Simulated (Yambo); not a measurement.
G0W0@PBEsol for CsHF₂ (space group I4/mcm, No. 140) in Yambo. Reference settings: 2×2×2 Γ-centred k mesh, 207 bands and a 7 Ry block in the screening, 207 bands in G with the Bruneval-Gonze terminator, plasmon pole fitted at 27.2 eV. The PBEsol gap Γ → Γ on this mesh is 6.56 eV; G0W0 gaps are taken between the same points.

With and without the terminator, as bands are cut:

```
bands in G (in W)  gap, terminator (eV)  gap, none (eV)  valence shift, terminator (eV)  valence shift, none (eV)
-----------------  --------------------  --------------  ------------------------------  ------------------------
78 (207)                         10.116           9.865                          -2.485                    -1.942
133 (207)                        10.084           9.901                          -2.497                    -2.168
207 (207)                        10.078           9.968                          -2.501                    -2.314
```

Over this range the gap spans 0.038 eV with the terminator and 0.103 eV without, the valence shift 0.016 eV and 0.372 eV. Neither column has reached its limit for certain.

Geometry of the Materials Project entry, not relaxed at this level; primitive cell a = b = c = 5.814 Å, α = β = 116.57°, γ = 96.04°.

The structure is a Materials Project entry; no match was found in the copy of COD used, and its stability was not checked.

A shift is the quasiparticle energy of the state minus its PBEsol energy.
